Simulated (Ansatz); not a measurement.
Hf$_{3}$Cu$_{4}$Ge$_{2}$ in space group P-62m (No. 189; Hf on 3g, Cu on 1b, Cu on 3f, Ge on 2c), DFT-PBE in the program Ansatz with PAW potentials, all energies at zero smearing, with the estimated change up to a 700 eV cutoff added, with one set of potentials and settings (totals compare only within such a set). Cell of 9 atoms (3 Hf, 4 Cu, 2 Ge): -82261.246 eV.

```csv
element,reference phase,E (eV/atom)
Hf,"P6_3/mmc, 2 atoms in the cell",-15722.2087
Cu,"Fm-3m, 1 atoms in the cell",-6625.1847
Ge,"Fd-3m, 2 atoms in the cell",-4294.9907
```

Formation energy per atom, worked out: (-82261.246 − 3×(-15722.2087) − 4×(-6625.1847) − 2×(-4294.9907))/9 = -0.433 eV/atom (-42 kJ per mol of atoms), at 0 K, without zero-point energy or fitted corrections.

The workflow started from a Materials Project entry (that database holds measured and hypothetical structures alike); the Crystallography Open Database copy checked does not list it. Its standing as an ambient phase is unchecked. The cell was relaxed with PBE under the symmetry of its start; its stability against distortions is not shown here. No spin polarisation was allowed. The references are the lowest solids computed at this level, not always the standard phases. Scalar-relativistic: spin–orbit coupling is off unless named, which matters more the heavier the elements.

Potentials: the earlier of the program's two PAW sets.
